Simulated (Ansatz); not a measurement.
Relaxed SrTiO3 (cubic perovskite):

```
SrTiO3
1.0
    3.90753     0.00000     0.00000
    0.00000     3.90753     0.00000
    0.00000     0.00000     3.90753
Sr Ti O
1 1 3
Direct
  0.00000   0.00000   0.00000
  0.50000   0.50000   0.50000
  0.00000   0.50000   0.50000
  0.50000   0.50000   0.00000
  0.50000   0.00000   0.50000
```

Scan: atom 1 (Sr, nearest neighbour O at 2.763 Å; its periodic images, 3.9 Å or more away, move with it) is displaced along Cartesian [111], direction (0.577, 0.577, 0.577) in Cartesian axes, by s. The other atoms stay.

Calculation: r2SCAN (plane waves to 500 eV, PAW, scalar-relativistic; Ansatz, a first-principles code). k mesh 7×7×7 (Γ-centred), Fermi-Dirac smearing 0.05 eV. Left out: 2 of 11 points, with atoms too close for the PAW data. F∥ is the force on the atom along that direction. SrTiO3 is run without spin polarisation. SrTiO3 was relaxed with its symmetry unable to fall. The PAW data are Ansatz's earlier set. 

| s (Å) | F∥ (eV/Å) |
|---|---|
| -0.664 | 6.205 |
| -0.498 | 3.509 |
| -0.332 | 1.781 |
| -0.166 | 0.720 |
| 0.000 | 0.000 |
| 0.166 | -0.720 |
| 0.332 | -1.781 |
| 0.498 | -3.509 |
| 0.664 | -6.205 |

Problem. What is the force constant k = d²E/ds² of this move at s = 0?

Solution. 4.00 eV/Å². The forces along the line at the two nearest points give (0.720 − (-0.720)) / (2·0.166) = 4.34 eV/Å²; the next pair corrects for the finite step.

(For displaced atoms, the force is minus the slope of the energy, and its curvature is a force constant, which sets phonon frequencies.)
